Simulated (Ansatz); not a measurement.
**Relaxation of LaAl₂Ge₂, step by step**

Method: PBEsol, scalar-relativistic; no spin polarisation; PAW, 420 eV, Γ-centred 8×8×4 mesh, 0.05 eV Gaussian smearing; code Ansatz. The datasets are Ansatz's generated set soft_2.

The chain of runs began from a cell as deposited in COD, expanded in volume.

```yaml
crystal:
  lattice:
    - [4.3270666657, 0.0, 0.0]
    - [-2.1635333329, 3.7473496564, 0.0]
    - [0.0, 0.0, 7.0620716952]
  atoms:
    - { symbol: La, position: [0.0, 0.0, 0.0] }
    - { symbol: Al, position: [0.3333333333, 0.6666666667, 0.6387] }
    - { symbol: Al, position: [0.6666666667, 0.3333333333, 0.3613] }
    - { symbol: Ge, position: [0.3333333333, 0.6666666667, 0.27192] }
    - { symbol: Ge, position: [0.6666666667, 0.3333333333, 0.72808] }
basis:
  ecutwfc: 420
  ecutrho_ratio: 4
kpoints:
  mp_grid: { grid: [8, 8, 4] }
hamiltonian:
  xc: pbesol
scf:
  occupations: { method: gaussian, width: 0.05 }
output:
  forces: true
  stress: true
  eigenvalues: true
relax:
  f_tol: 0.01
  max_steps: 60
  cell: { stress_tol: 0.04 }
```

Launched as:
```sh
ansatz run input.yaml --threads 4 --pin off --max-ram 8192MiB --backend cpu --events-out ev --progress --plain --runs-dir out
```

Positions (Å) and forces (eV/Å) at the first step:

```xyz
5
Lattice="4.327 0.000 0.000 -2.164 3.747 0.000 0.000 0.000 7.062" Properties=species:S:1:pos:R:3:forces:R:3 pbc="T T T"
La    0.000    0.000    0.000    0.000    0.000    0.000
Al    0.000    2.498    4.511    0.000    0.000    0.015
Al    2.164    1.249    2.552    0.000    0.000   -0.015
Ge    0.000    2.498    1.920    0.000    0.000   -0.108
Ge    2.164    1.249    5.142    0.000    0.000    0.108
```

Task: Where does the relaxation end?

Result: After 5 further evaluations the energy is 8.8 meV/atom lower and the largest force component 0.003 eV/Å; space group P-3m1.
```xyz
5
Lattice="4.270 0.000 0.000 -2.135 3.698 0.000 0.000 0.000 6.961" Properties=species:S:1:pos:R:3 pbc="T T T"
La    0.000    0.000    0.000
Al    0.000    2.465    4.442
Al    2.135    1.233    2.518
Ge    0.000    2.465    1.869
Ge    2.135    1.233    5.092
```

The course:

```csv
step,E − E(end) (meV/atom),largest force component (eV/Å),P (GPa),a (Å),b (Å),c (Å),accepted
1,8.79,0.108,-2.75,4.327,4.327,7.062,yes
2,3.94,0.240,1.55,4.256,4.256,6.861,yes
3,-0.06,0.015,-0.18,4.276,4.276,6.956,yes
4,-0.11,0.007,-0.03,4.272,4.272,6.957,yes
5,-0.12,0.003,0.00,4.270,4.270,6.961,yes
6,0.00,0.003,-0.01,4.270,4.270,6.961,yes
```

Late in the path the plane-wave basis is renewed for the changed cell, which shifts energy and pressure at the same geometry (Pulay error), so rows before the renewal hold an offset.

Step 5 in full:

```xyz
5
Lattice="4.270 0.000 0.000 -2.135 3.698 0.000 0.000 0.000 6.961" Properties=species:S:1:pos:R:3:forces:R:3 pbc="T T T"
La    0.000    0.000    0.000    0.000    0.000    0.000
Al    0.000    2.465    4.442    0.000    0.000   -0.003
Al    2.135    1.233    2.518    0.000    0.000    0.003
Ge    0.000    2.465    1.869    0.000    0.000   -0.001
Ge    2.135    1.233    5.092    0.000    0.000    0.001
```

Run time: 4.9 s on 4 threads of AMD EPYC 9R45 96-Core Processor (Zen 5) (shared host), peak memory 0.58 GiB.

Spin–orbit coupling, which matters for such heavy elements, is left out. The cell is a metal with an odd number of electrons, and spin polarisation wasn't tried.
